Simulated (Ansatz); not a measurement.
TiAu (P-6m2); total moment held at 1.1 μB.

```xyz
2
Lattice="2.9865 0.0000 0.0000 -1.4932 2.5864 0.0000 0.0000 0.0000 4.5540" Properties=species:S:1:pos:R:3 pbc="T T T"
Ti    0.0000    0.0000    0.0000
Au    0.0000    1.7242    2.2770
```

The source of the geometry is a structure from the Materials Project; atoms and cell stay fixed.

Settings: r²SCAN, 13×13×7 k mesh, Fermi–Dirac smearing of 0.05 eV. PAW means Ansatz 0.2.0 on its default frozen-core files. Site moments are integrated in spheres about the atoms. Start moments (μB): Ti1 1.1.

The self-consistent cycle went as follows.

```
iteration  Harris–Foulkes energy less the last (meV)  density residual (eV)  M (μB)  ∫|m| (μB)
        1                                 -15478.075                2.8e+02  1.1000     1.1986
        2                                    698.254                4.7e+00  1.1000     1.1003
        3                                    -54.416                2.2e+00  1.1000     1.1026
        4                                     41.299                4.4e-01  1.1000     1.1102
        5                                     20.323                6.3e-02  1.1000     1.1120
        6                                      7.505                1.6e-02  1.1000     1.1125
        7                                      1.650                2.1e-03  1.1000     1.1125
        8                                      0.063                6.1e-05  1.1000     1.1118
        9                                      0.019                1.4e-05  1.1000     1.1116
       10                                      0.005                8.5e-07  1.1000     1.1115
       11                                      0.002                2.8e-07  1.1000     1.1114
       12                                      0.000                3.6e-08  1.1000     1.1114
       13                                      0.000                1.0e-08  1.1000     1.1114
```

Site moments (μB): Ti1 0.80, Au2 0.02. Cell moment 1.10 μB.

The PAW files were made with PBE; the program remakes their cores once for the run's functional and then keeps them frozen. The Ansatz runs typed with the search for lower states off end where their start leads. Spin–orbit coupling is left out although heavy atoms are present. r²SCAN is known to give itinerant transition metals moments and polarisation energies that are too large. The magnetic state is the one that this cell and start allow. It needn't be the compound's measured order, which may need a larger cell or be absent.
